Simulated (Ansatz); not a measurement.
BN (zinc blende)

```xyz
2
Lattice="0.0000 1.8120 1.8120 1.8120 0.0000 1.8120 1.8120 1.8120 0.0000" Properties=species:S:1:pos:R:3 pbc="T T T"
N      2.7181     2.7181     2.7181
B      0.0000     0.0000     0.0000
```

The slice is a {111} plane (indices of the conventional cell) through the point (0.000, 0.000, 0.000) (fractional), spanned by u = [100] and v = [-1 2 0] in vectors of this cell: u (2.56 Å) and v (4.44 Å, at 90° to u). It covers one period; positions are fractions (u, v).

The numbers are results of PBE (plane waves to 420 eV, PAW, scalar-relativistic; Ansatz, an electronic-structure program), not measurements. k mesh 16×16×16. Inside the PAW spheres the values are not all-electron values, and peaks at nuclei hang on which shells count as valence. BN was relaxed with its symmetry unable to fall. The PAW data are Ansatz's earlier set.

Sketch the valence electron density on this plane as a map.


| v \ u | 0.00 | 0.14 | 0.29 | 0.43 | 0.57 | 0.71 | 0.86 |
|---|---|---|---|---|---|---|---|
| 0.92 | -0.2 | -0.1 | 0.0 | 0.1 | 0.1 | 0.0 | -0.1 |
| 0.83 | -0.4 | -0.2 | 0.0 | 0.3 | 0.3 | 0.0 | -0.2 |
| 0.75 | -0.7 | -0.5 | -0.1 | 0.1 | 0.1 | -0.1 | -0.5 |
| 0.67 | -0.9 | -0.7 | -0.3 | 0.0 | 0.0 | -0.3 | -0.7 |
| 0.58 | -0.7 | -0.6 | -0.3 | -0.1 | -0.1 | -0.3 | -0.6 |
| 0.50 | -0.2 | -0.2 | -0.1 | -0.3 | -0.3 | -0.1 | -0.2 |
| 0.42 | 0.1 | 0.1 | 0.0 | -0.2 | -0.2 | 0.0 | 0.1 |
| 0.33 | 0.3 | 0.2 | -0.1 | -0.3 | -0.3 | -0.1 | 0.2 |
| 0.25 | 0.2 | 0.0 | -0.3 | -0.7 | -0.7 | -0.3 | 0.0 |
| 0.17 | 0.0 | -0.1 | -0.5 | -0.9 | -0.9 | -0.5 | -0.1 |
| 0.08 | -0.1 | -0.2 | -0.4 | -0.7 | -0.7 | -0.4 | -0.2 |
| 0.00 | -0.5 | -0.2 | -0.2 | -0.2 | -0.2 | -0.2 | -0.2 |

Values: log₁₀ of the valence density in e/Å³. The scale is logarithmic, as a density can span decades between atoms and voids.
